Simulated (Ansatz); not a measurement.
Input, command and steps of an Ansatz relaxation.

```yaml
crystal:
  lattice:
    - [0.0, 3.2680088327, 3.2680088327]
    - [3.2680088327, 0.0, 3.2680088327]
    - [3.2680088327, 3.2680088327, 0.0]
  atoms:
    - { symbol: Ge, position: [0.5, 0.5, 0.5] }
    - { symbol: Ge, position: [0.75, 0.75, 0.75] }
    - { symbol: Mo, position: [0.0, 0.0, 0.0] }
    - { symbol: Mo, position: [0.25, 0.25, 0.25] }
basis:
  ecutwfc: 420
kpoints:
  mp_grid: { grid: [4, 4, 4] }
hamiltonian:
  xc: pbe
scf:
  occupations: { method: gaussian, width: 0.1 }
  lower_state_search: "off"
output:
  forces: true
  stress: true
  eigenvalues: true
relax:
  adjacent_minimum: "off"
  f_tol: 0.04
  max_steps: 70
  cell: { stress_tol: 0.4 }
```

```bash
ansatz run input.yaml --threads 1 --pin off --max-ram 2560MiB --backend cpu --events-out ev --progress --plain --runs-dir out
```

Method: DFT PBE, scalar-relativistic, plane waves, PAW (Ansatz 0.2.0).

Of 5 frames 5 are shown, positions in Å and forces in eV/Å; the SCF threshold varies from step to step. Steps run on the plane waves of an earlier cell, with a Pulay correction in the pressure. The basis is chosen afresh for the last frame, the zero of the energies, and at times for earlier ones too; energy and pressure step there, also at an unchanged geometry.

```xyz
4
Lattice="0.0000 3.2680 3.2680 3.2680 0.0000 3.2680 3.2680 3.2680 0.0000" Properties=species:S:1:pos:R:3:forces:R:3 pbc="T T T" step=1 free_energy_over_end_meV_per_atom=56.19 pressure_GPa=-11.94
Ge    3.2680    3.2680    3.2680    0.0000    0.0000    0.0000
Ge    4.9020    4.9020    4.9020    0.0000    0.0000    0.0000
Mo    0.0000    0.0000    0.0000    0.0000    0.0000    0.0000
Mo    1.6340    1.6340    1.6340    0.0000    0.0000    0.0000
4
Lattice="0.0000 3.1087 3.1087 3.1087 0.0000 3.1087 3.1087 3.1087 0.0000" Properties=species:S:1:pos:R:3:forces:R:3 pbc="T T T" step=2 free_energy_over_end_meV_per_atom=39.91 pressure_GPa=13.36
Ge    3.1087    3.1087    3.1087    0.0000    0.0000    0.0000
Ge    4.6630    4.6630    4.6630    0.0000    0.0000    0.0000
Mo    0.0000    0.0000    0.0000    0.0000    0.0000    0.0000
Mo    1.5543    1.5543    1.5543    0.0000    0.0000    0.0000
4
Lattice="0.0000 3.1888 3.1888 3.1888 0.0000 3.1888 3.1888 3.1888 0.0000" Properties=species:S:1:pos:R:3:forces:R:3 pbc="T T T" step=3 free_energy_over_end_meV_per_atom=0.50 pressure_GPa=-1.67
Ge    3.1888    3.1888    3.1888    0.0000    0.0000    0.0000
Ge    4.7833    4.7833    4.7833    0.0000    0.0000    0.0000
Mo    0.0000    0.0000    0.0000    0.0000    0.0000    0.0000
Mo    1.5944    1.5944    1.5944    0.0000    0.0000    0.0000
4
Lattice="0.0000 3.1786 3.1786 3.1786 0.0000 3.1786 3.1786 3.1786 0.0000" Properties=species:S:1:pos:R:3:forces:R:3 pbc="T T T" step=4 free_energy_over_end_meV_per_atom=-0.37 pressure_GPa=-0.03
Ge    3.1786    3.1786    3.1786    0.0000    0.0000    0.0000
Ge    4.7679    4.7679    4.7679    0.0000    0.0000    0.0000
Mo    0.0000    0.0000    0.0000    0.0000    0.0000    0.0000
Mo    1.5893    1.5893    1.5893    0.0000    0.0000    0.0000
4
Lattice="0.0000 3.1786 3.1786 3.1786 0.0000 3.1786 3.1786 3.1786 0.0000" Properties=species:S:1:pos:R:3:forces:R:3 pbc="T T T" step=5 free_energy_over_end_meV_per_atom=0.00 pressure_GPa=-0.02
Ge    3.1786    3.1786    3.1786    0.0000    0.0000    0.0000
Ge    4.7679    4.7679    4.7679    0.0000    0.0000    0.0000
Mo    0.0000    0.0000    0.0000    0.0000    0.0000    0.0000
Mo    1.5893    1.5893    1.5893    0.0000    0.0000    0.0000
```

The start puts this composition into another compound's structure type, which needn't suit it. At the end the space group is Fd-3m (tolerance 0.05 Å).

Time: 7.1 s on 1 thread of Arm Neoverse V1, on a shared host, peak memory 0.33 GiB.

The k mesh is coarse.